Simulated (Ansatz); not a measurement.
AlBRu:
```xyz
6
Lattice="1.6166 -6.7316 0.0000 1.6166 6.7316 0.0000 0.0000 0.0000 3.0581" Properties=species:S:1:pos:R:3 pbc="T T T"
Al     1.6166    -2.6561     0.7645
Al     1.6166     2.6561     2.2936
B      1.6166     0.4036     2.2936
B      1.6166    -0.4036     0.7645
Ru     1.6166     5.4661     2.2936
Ru     1.6166    -5.4661     0.7645
```

Relaxed with r²SCAN. Special points in fractions of this cell's reciprocal vectors: Γ (0.000, 0.000, 0.000); Y (-0.500, 0.500, 0.000); C0 (-0.264, 0.736, 0.000); Σ0 (0.264, 0.264, 0.000); Z (0.000, 0.000, 0.500); A0 (0.264, 0.264, 0.500); E0 (-0.264, 0.736, 0.500); T (-0.500, 0.500, 0.500); S (0.000, 0.500, 0.000); R (0.000, 0.500, 0.500).

Task: List the band energies nearest the Fermi level at these points for r²SCAN (plane waves, PAW; program Ansatz).

Result: In eV from the Fermi level; about four levels below and three above (degenerate sets whole), none deeper than 8.9 eV; points with the same levels are listed once.

```json
[
 {"k": "Γ", "below": "-1.58 -1.21 -1.03 -0.99", "above": "1.00 1.84 2.41"},
 {"k": "Y", "below": "-1.36 -1.20 -0.67 -0.04", "above": "1.22 4.04 4.45"},
 {"k": "C0", "below": "-2.50 -0.95 -0.88 -0.32", "above": "1.38 2.21 2.42"},
 {"k": "Z", "below": "-2.07 -2.07 -0.52 -0.52", "above": "0.30 0.30 3.63 3.63"},
 {"k": "A0", "below": "-2.38 -2.38 -0.23 -0.23", "above": "0.97 0.97 1.95 1.95"},
 {"k": "T", "below": "-2.17 -2.17 -1.02 -1.02", "above": "0.34 0.34 2.90 2.90"},
 {"k": "S", "below": "-2.50 -0.94 -0.82 -0.33", "above": "1.40 1.91 2.91"},
 {"k": "R", "below": "-2.35 -2.35 -0.29 -0.29", "above": "0.99 0.99 1.84 1.84"}
]
```

Space group Cmcm. The start of the workflow was typed in or built on a structure type; neither database checked (COD, Materials Project) lists it. Its standing as an ambient phase is unchecked. The r²SCAN relaxation kept the symmetry of its start; its stability against distortions is not shown here. No spin polarisation was allowed. Scalar-relativistic: spin–orbit coupling is off unless named, which matters more the heavier the elements.

Potentials: the later of the program's two PAW sets.
